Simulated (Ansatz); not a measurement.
Computed with DFT PBE, scalar-relativistic, plane waves, PAW in Ansatz 0.2.0. Settings: cutoff 420 eV, Γ-centred meshes spaced at most about 0.3 Å⁻¹, and about 0.25 Å⁻¹ or finer for metals (2π included), Gaussian smearing. Collinear spin in cells that started with moments and kept them past the coarse steps, no spin elsewhere.

Temperature and zero-point effects are left out. Lower structures may exist.

Question: Order these relaxed structures of MnPt2 by energy, lowest first, with the energy over the lowest of them.
A.

```cif
data_structure
_symmetry_space_group_name_H-M 'P4mm'
_symmetry_Int_Tables_number 99
_cell_length_a 2.8023
_cell_length_b 2.8023
_cell_length_c 6.2900
_cell_angle_alpha 90.000
_cell_angle_beta 90.000
_cell_angle_gamma 90.000
_cell_volume 49.39
loop_
_atom_site_label
_atom_site_type_symbol
_atom_site_symmetry_multiplicity
_atom_site_Wyckoff_symbol
_atom_site_fract_x
_atom_site_fract_y
_atom_site_fract_z
_atom_site_occupancy
Mn1 Mn 1 b 0.50000 0.50000 0.36430 1
Pt1 Pt 1 a 0.00000 0.00000 0.08478 1
Pt2 Pt 1 b 0.50000 0.50000 0.75428 1
```

B.

```cif
data_structure
_symmetry_space_group_name_H-M 'P-3m1'
_symmetry_Int_Tables_number 164
_cell_length_a 2.8461
_cell_length_b 2.8461
_cell_length_c 6.5698
_cell_angle_alpha 90.000
_cell_angle_beta 90.000
_cell_angle_gamma 120.000
_cell_volume 46.09
loop_
_atom_site_label
_atom_site_type_symbol
_atom_site_symmetry_multiplicity
_atom_site_Wyckoff_symbol
_atom_site_fract_x
_atom_site_fract_y
_atom_site_fract_z
_atom_site_occupancy
Mn1 Mn 1 a 0.00000 0.00000 0.00000 1
Pt1 Pt 2 d 0.33333 0.66667 0.68359 1
```

Answer: B (0 meV/atom), A (224 meV/atom). Forms: B Mn and Pt ordered on fcc sites, P-3m1, moments up to 3.7 μB; A P4mm, moments up to 3.7 μB. Counting all near atoms (those within 1.25 times the shortest distance at each site; a plus sign parts nearer from farther groups; a slash parts the counts of unlike sites): B has Mn 12, Pt 12; A has Mn 9, Pt 1+8/12.

These runs have no spin–orbit coupling, which can matter for Pt. The magnetic state reached may not be the lowest. The P-3m1 cell at 15.4 Å³/atom was relaxed from a Materials Project cell. Cells relaxed within their symmetry can be saddle points. Some types were kept out of the candidates beforehand, so the set may lack a known form.
